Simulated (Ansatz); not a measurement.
# ZnSe: a jump of Zn

The calculation used DFT LDA, scalar-relativistic, plane waves, PAW (Ansatz 0.2.0). Run with 420 eV cutoff, 2×2×2 k-mesh, shifted by half a step, Gaussian smearing of 0.02 eV, no spin polarisation.

Host crystal, relaxed:

```
Zn Se
1.0
     0.00000    2.78376    2.78376
     2.78376    0.00000    2.78376
     2.78376    2.78376    0.00000
Zn Se
1 1
Direct
  0.00000 0.00000 0.00000
  0.25000 0.25000 0.25000
```

In a supercell of 32 host sites with charge -2, Zn trades places with a neighbouring Zn vacancy, moving 3.80 Å between the relaxed ends. Climbing-image nudged elastic band at fixed cell with images 0 (start) to 6 (end), the path measured over all atoms, converged to 0.05 eV/Å; the order of the saddle wasn't checked, and the small cell leaves errors of about a tenth of an eV.

Supercell rows in host cell vectors: -1 -1 3; -1 -1 -1; 3 -1 -1. Zn was set at (0.000, 0.000, 0.000) of the host cell.

At the relaxed start Zn has 1 Se at 2.37 Å, 1 Se at 2.43 Å, 2 Se at 2.45 Å.

(1) What barrier does the band give, and what surrounds the atom at the top?

Results:

(1) 1.31 eV at image 3, where Zn has 1 Se at 2.32 Å, 4 Se at 2.71 Å, 2 Zn at 3.02 Å.

Cost: 1 run of about 80 core-minutes, on Intel Xeon Platinum 8259CL (Skylake/Cascade Lake) (shared hosts).